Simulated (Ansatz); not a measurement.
MgO (rock salt), relaxed with PBEsol (Ansatz, an electronic-structure program, plane waves, PAW): a = 4.214 Å, b = 4.214 Å, c = 4.214 Å, α = 90.00°, β = 90.00°, γ = 90.00°.

```
Item                             Value
-------------------------------  -----
gap (eV)                          4.62
ΔH_f (eV/atom)                   -2.74
B₀ by P(V) fit (GPa)               157
K_Hill (GPa)                       157
G_Hill (GPa)                       125
electron conductivity mass (mₑ)   0.34
Θ_D (K)                            922
```

**Question.** The same phase is relaxed and computed with r²SCAN in the same code. What are the cell and these values now?

**Answer.** a = 4.2043 Å, b = 4.2043 Å, c = 4.2043 Å, α = 90.00°, β = 90.00°, γ = 90.00°.

* **gap (eV)**: 5.69
* **ΔH_f (eV/atom)**: -2.95
* **B₀ by P(V) fit (GPa)**: 167
* **K_Hill (GPa)**: 167
* **G_Hill (GPa)**: 135
* **electron conductivity mass (mₑ)**: 0.36
* **Θ_D (K)**: 956

All cells were relaxed under the symmetry of their starts (and spin orders); stability against distortions was not tested throughout.

Potentials: the later of the program's two PAW sets.

Ansatz is a plane-wave DFT program.

Formation energies count from the lowest solids of the elements computed at the same level, not from gases.
